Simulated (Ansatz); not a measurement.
# Computed properties of In₂Pt₃

In2Pt3:
```yaml
crystal:
  lattice:
    - [5.61146, 0.00000, 0.00000]
    - [-2.80573, 4.85967, 0.00000]
    - [0.00000, 0.00000, 13.83311]
  atoms:
    - { symbol: In, position: [0.00000, 0.00000, 0.25000] }
    - { symbol: In, position: [0.00000, 0.00000, 0.75000] }
    - { symbol: In, position: [0.33333, 0.66667, 0.25000] }
    - { symbol: In, position: [0.66667, 0.33333, 0.75000] }
    - { symbol: In, position: [0.33333, 0.66667, 0.91777] }
    - { symbol: In, position: [0.66667, 0.33333, 0.08223] }
    - { symbol: In, position: [0.66667, 0.33333, 0.41777] }
    - { symbol: In, position: [0.33333, 0.66667, 0.58223] }
    - { symbol: Pt, position: [0.16571, 0.33141, 0.09058] }
    - { symbol: Pt, position: [0.83429, 0.66859, 0.90942] }
    - { symbol: Pt, position: [0.83429, 0.16571, 0.59058] }
    - { symbol: Pt, position: [0.16571, 0.83429, 0.40942] }
    - { symbol: Pt, position: [0.66859, 0.83429, 0.09058] }
    - { symbol: Pt, position: [0.33141, 0.16571, 0.90942] }
    - { symbol: Pt, position: [0.83429, 0.66859, 0.59058] }
    - { symbol: Pt, position: [0.16571, 0.33141, 0.40942] }
    - { symbol: Pt, position: [0.16571, 0.83429, 0.09058] }
    - { symbol: Pt, position: [0.83429, 0.16571, 0.90942] }
    - { symbol: Pt, position: [0.33141, 0.16571, 0.59058] }
    - { symbol: Pt, position: [0.66859, 0.83429, 0.40942] }
```

Space group P6_3/mmc (No. 194); conventional cell a = b = 5.611 Å, c = 13.833 Å, α = β = 90.00°, γ = 120.00°.

Method: the program Ansatz at the r²SCAN level (PAW). Structure relaxed to zero pressure with the same functional. Other levels are named where they apply.

**Cell and energy**

* **Volume per atom**: 18.86 Å³
* **Density**: 14.35 g/cm³
* **Formation energy from the elements (no fitted shifts)**: -0.59 eV/atom

**Electronic structure**

- Electronic character: metallic (no gap)
- Density of states at the Fermi level: 0.11 states/eV per atom (mean over ±0.08 eV)

The workflow started from a Materials Project entry (that database holds measured and hypothetical structures alike); the Crystallography Open Database copy checked does not list it. Its standing as an ambient phase is unchecked. The cell was relaxed with r²SCAN under the symmetry of its start; its stability against distortions is not shown here. The run is not spin-polarised. Axis ratios of metals converge slowly with the k-mesh, so a and c are less sure than the volume. The references are the lowest solids computed at this level, not always the standard phases. Scalar-relativistic: spin–orbit coupling is off unless named, which matters more the heavier the elements.

Potentials: the later of the program's two PAW sets.
